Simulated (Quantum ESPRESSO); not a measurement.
Space group I4/mmm (No. 139); a = b = 7.226 Å, c = 8.788 Å, α = β = γ = 90.00°

```json
[
 {"atom": "O", "site": "4e", "symmetry": "4mm", "x": "0.0000", "y": "0.0000", "z": "0.1998"},
 {"atom": "Cl", "site": "8h", "symmetry": "m.2m", "x": "0.2365", "y": "0.2365", "z": "0.0000"},
 {"atom": "K", "site": "4d", "symmetry": "-4m2", "x": "0.0000", "y": "0.5000", "z": "0.2500"},
 {"atom": "Os", "site": "2a", "symmetry": "4/mmm", "x": "0.0000", "y": "0.0000", "z": "0.0000"}
]
```
(The calculation used a cell of 9 atoms; values per cell refer to that cell.)

The geometry is that of Materials Project entry mp-23097, symmetrised and not relaxed again.

Problem. What does PBEsol (Quantum ESPRESSO, PseudoDojo norm-conserving, 84 Ry, scalar-relativistic) give for the electronic structure near the Fermi level?

Solution. The PBEsol gap is direct, 1.64 eV at X. Spin-orbit coupling is left out, which matters for elements this heavy: edges can move by tenths of an eV.
